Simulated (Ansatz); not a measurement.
ZrS$_{2}$:
Space group P-3m1 (No. 164); a = b = 3.635 Å, c = 5.720 Å, α = β = 90.00°, γ = 120.00°

```tsv
atom	site	symmetry	x	y	z
Zr	1a	-3m.	0.0000	0.0000	0.0000
S	2d	3m.	0.3333	0.6667	0.2553
```

Relaxed at zero pressure with plane-wave PAW PBE+D3(BJ) (Ansatz code).

The volume is lowered by 3 % and shape and atoms relax at that volume. What pressure results, and how do the axes share the change?

1.2 GPa; a -0.6 %, b -0.6 %, c -1.9 %; the energy rises by 2 meV/atom.

Give the new structure.


Space group P-3m1 (No. 164); a = b = 3.6138 Å, c = 5.6134 Å, α = β = 90.00°, γ = 120.00°

| atom | site | symmetry | x | y | z |
|---|---|---|---|---|---|
| Zr | 1a | -3m. | 0.0000 | 0.0000 | 0.0000 |
| S | 2d | 3m. | 0.3333 | 0.6667 | 0.2609 |

The phase is kept; no other phase was compared at this pressure.

The cell was relaxed with PBE+D3(BJ) under the symmetry of its start. The run is not spin-polarised.

Potentials: the later of the program's two PAW sets.
